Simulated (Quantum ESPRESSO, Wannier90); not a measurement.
# Cu3Sn (Fm-3m): Wannier90 run

```xyz
4
Lattice="0.0000 3.0830 3.0830 3.0830 0.0000 3.0830 3.0830 3.0830 0.0000" Properties=species:S:1:pos:R:3 pbc="T T T"
Cu     3.0830     3.0830     3.0830
Cu    -1.5415    -1.5415    -1.5415
Cu     1.5415     1.5415     1.5415
Sn     0.0000     0.0000     0.0000
```

Materials Project entry mp-838; symmetrised, unrelaxed at this level. Not found in the COD (Crystallography Open Database) copy used, which has the formula in other groups; not checked further. Level: LDA, no spin polarisation, no spin-orbit coupling; pw.x of Quantum ESPRESSO at 74 Ry with PseudoDojo potentials, 6×6×6 k-points, Wannier90. Density: 12×12×12 mesh, cold smearing 0.01 Ry. Spin-orbit coupling is left out although heavy elements are present.

A tight-binding model is made by disentanglement and projection with no localisation steps (num_iter = 0), so the 31 orbitals stay atom-like: hydrogen-like Cu: s;p;d; Sn: s;p, axes along x, y, z; frozen window up to 1.50 eV relative to the Fermi level. It follows pw.x to 3.5 meV rms for states up to 1.0 eV relative to the Fermi level. Matrix elements depend on this choice of orbitals and windows.

Problem. What are the on-site energies relative to the Fermi level, and how fast do the hoppings decay?

Solution. 
```
atom     orbitals  energy (eV)
----  -----------  -----------
Cu1             s         2.71
Cu1      pz px py         8.59
Cu1    dz2 dx2-y2        -3.04
Cu1   dxz dyz dxy        -3.10
Cu2             s         2.08
Cu2      pz px py         8.08
Cu2    dz2 dx2-y2        -3.40
Cu2   dxz dyz dxy        -3.57
Cu3             s         2.08
Cu3      pz px py         8.08
Cu3    dz2 dx2-y2        -3.40
Cu3   dxz dyz dxy        -3.57
Sn4             s        -2.35
Sn4      pz px py         5.67
```

```
distance of the centres (Å)  largest modulus (eV)
---------------------------  --------------------
2–3                                           1.3
3–4                                           1.8
4–5                                          0.20
5–6                                          0.20
6–7                                         0.095
7–8                                         0.037
8–9                                         0.027
9–10                                       0.0061
```
